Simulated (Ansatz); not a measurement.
KLiMnS₂:
```xyz
5
Lattice="-1.9986 1.9986 6.5019 1.9986 -1.9986 6.5019 1.9986 1.9986 -6.5019" Properties=species:S:1:pos:R:3 pbc="T T T"
K      0.0000     0.0000     0.0000
Li     0.0000     1.9986     3.2509
Mn     1.9986     0.0000     3.2509
S      0.0000     0.0000     8.4227
S      0.0000     0.0000     4.5810
```
The run is spin-polarised; directions of the spins, atom by atom: 0 0 ↑ 0 0.

Relaxed with PBEsol. Special points in fractions of this cell's reciprocal vectors: Γ (0.000, 0.000, 0.000); X (0.000, 0.000, 0.500); P (0.250, 0.250, 0.250); N (0.000, 0.500, 0.000); M (0.500, 0.500, -0.500); S (0.274, 0.726, -0.274); S0 (-0.274, 0.274, 0.274); R (-0.047, 0.047, 0.500); G (0.500, 0.500, -0.047).

Question: List the band energies nearest the valence-band maximum at these points for plane-wave PAW PBEsol (Ansatz code).

Answer: In eV from the valence-band maximum; about four levels below and three above (degenerate sets whole), none deeper than 8.9 eV; points with the same levels are listed once.

| k | below | above |
|---|---|---|
| Γ ↑ | -2.37 -0.17 -0.17 0.00 | 1.55 2.90 3.60 |
| X ↑ | -2.68 -2.67 -1.95 -1.54 | 2.85 4.04 4.68 |
| P ↑ | -2.74 -2.74 -2.67 -1.95 -1.54 | 3.25 3.42 4.71 |
| N ↑ | -1.57 -1.17 -0.74 -0.69 | 3.16 4.15 4.61 |
| M ↑ | -2.08 -0.98 -0.12 -0.12 | 2.23 2.96 3.83 |
| S ↑ | -1.54 -1.24 -0.73 -0.61 | 3.04 3.91 4.53 |
| R ↑ | -2.67 -2.42 -1.91 -1.53 | 2.92 4.06 4.71 |
| Γ ↓ | -3.17 -3.17 -2.64 -2.27 -2.27 | 0.99 1.01 2.04 |
| X ↓ | -3.45 -3.23 -2.90 -2.44 | 0.28 0.52 1.09 |
| P ↓ | -3.45 -3.22 -2.90 -2.46 | 0.37 0.45 1.09 |
| N ↓ | -3.08 -2.96 -2.36 -2.34 | 0.97 1.40 1.43 |
| M ↓ | -3.18 -3.18 -2.27 -2.27 | 0.99 1.09 1.16 |
| S ↓ | -3.09 -2.97 -2.35 -2.34 | 0.98 1.37 1.47 |
| R ↓ | -3.48 -3.24 -2.86 -2.46 | 0.32 0.53 1.12 |

Space group I-4m2. The first step of the workflow began from a Materials Project structure, measured or hypothetical; the Crystallography Open Database copy checked does not list it. With Li and Mn taken as one species the cell has the higher symmetry I4/mmm, so it may be an ordered model of a mixed-site phase. Whether it is the stable phase at ambient conditions was not checked. The PBEsol relaxation kept the symmetry of its start; its stability against distortions is not shown here. Spin order of the final state: ferromagnetic, the only order run, not a proven ground state. The cell computed holds one magnetic atom, so no antiferromagnetic order was within reach. No Hubbard U is applied.

Potentials: the later of the program's two PAW sets.
